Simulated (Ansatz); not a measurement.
Here is the system:

CuI:
```cif
data_Cu2I2
_chemical_formula_sum 'Cu2 I2'
_space_group_name_H-M_alt 'P 1'
_space_group_IT_number 1
_cell_length_a 7.29639
_cell_length_b 7.29639
_cell_length_c 7.29639
_cell_angle_alpha 34.982
_cell_angle_beta 34.982
_cell_angle_gamma 34.982
loop_
_space_group_symop_operation_xyz
  'x, y, z'
loop_
_atom_site_label
_atom_site_type_symbol
_atom_site_fract_x
_atom_site_fract_y
_atom_site_fract_z
_atom_site_occupancy
Cu1 Cu 0.12226 0.12226 0.12226 1
Cu2 Cu 0.87774 0.87774 0.87774 1
I1 I 0.00000 0.00000 0.00000 1
I2 I 0.50000 0.50000 0.50000 1
```

This is the r²SCAN-relaxed structure.

All from DFT-r²SCAN in the program Ansatz with PAW potentials, unless another level is named. Estimate the band gap.

0.09 eV (direct).

And the formation energy from the elements (no fitted shifts)?

63 meV/atom.

What about the valence-band maximum?

at Γ.

Space group R-3m. The workflow started from a Materials Project entry (that database holds measured and hypothetical structures alike); the Crystallography Open Database copy checked does not list it. It is not the phase usual at ambient conditions (space group No. 216). The cell was relaxed with r²SCAN under the symmetry of its start; its stability against distortions is not shown here. The run is not spin-polarised. The references are the lowest solids computed at this level, not always the standard phases. Scalar-relativistic: spin–orbit coupling is off unless named, which matters more the heavier the elements.

Potentials: the later of the program's two PAW sets.
